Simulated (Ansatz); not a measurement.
Given:

GaNi:
```
CELL_PARAMETERS angstrom
      2.87339     0.00000     0.00000
      0.00000     2.87339     0.00000
      0.00000     0.00000     2.87231
ATOMIC_POSITIONS crystal
  Ga 0.50000 0.50000 0.50000
  Ni 0.00000 0.00000 0.00000
```

This is the PBEsol-relaxed structure.

Problem. All from plane-wave PAW PBEsol (Ansatz code), unless another level is named. Predict the formation energy from the elements (no fitted shifts).

Solution. -0.41 eV/atom.

Problem. And the density of states at the Fermi level?

Solution. 0.43 states/eV per atom (mean over ±0.08 eV).

Space group Pm-3m (CsCl type). A made-up cell: these elements were put on the sites of a structure type; the Crystallography Open Database files this formula in space group No. 221, but the cells were not matched. Its standing as an ambient phase is unchecked. Symmetry was held in the PBEsol relaxation; whether a distortion lowers the energy is not shown. The workflow began spin-polarised and lost its moments. The references are the lowest solids computed at this level, not always the standard phases. Spin–orbit coupling is left out wherever it is not named.

Potentials: the earlier of the program's two PAW sets. The files were generated under PBE; for other functionals the program regenerates the frozen cores, and for LDA and PBEsol the local potential too.
